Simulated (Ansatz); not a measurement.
One stationary structure of SnTe. Space group Fm-3m (No. 225), rock salt type. All values below come from PBEsol (plane waves to 420 eV, PAW, scalar-relativistic; Ansatz, an electronic-structure program).

```cif
data_SnTe
_chemical_formula_sum 'Te1 Sn1'
_space_group_name_H-M_alt 'P 1'
_space_group_IT_number 1
_cell_length_a 4.44733
_cell_length_b 4.44733
_cell_length_c 4.44733
_cell_angle_alpha 60.000
_cell_angle_beta 60.000
_cell_angle_gamma 60.000
loop_
_space_group_symop_operation_xyz
  'x, y, z'
loop_
_atom_site_label
_atom_site_type_symbol
_atom_site_fract_x
_atom_site_fract_y
_atom_site_fract_z
_atom_site_occupancy
Te1 Te 0.00000 0.00000 0.00000 1
Sn1 Sn 0.50000 0.50000 0.50000 1
```

Predict the band gap from PBEsol.

No clear gap: the sampled points leave 0.16 eV away from the symmetry points, which may be a band crossing missed between them.

No spin polarisation in the result. Spin-orbit coupling is missing; with elements this heavy it can move band edges by tenths of an eV or more.

Measured for SnTe: a 6.316 Å (room temperature; as listed in Ayanesh Maiti et al., Applied Physics Letters (2022)); gap 0.18 eV (room temperature; as listed in DAVID J. SINGH, Functional Materials Letters (2010)). Computed minus measured — a: PBEsol -0.4 %; gap: PBEsol -0.02 eV. The computed values are for a static lattice, and a measured gap can be an optical one, lowered by exciton binding.

The run could not lose the symmetry of its start.

All atoms sit on sites fixed by symmetry, so only the cell could relax.
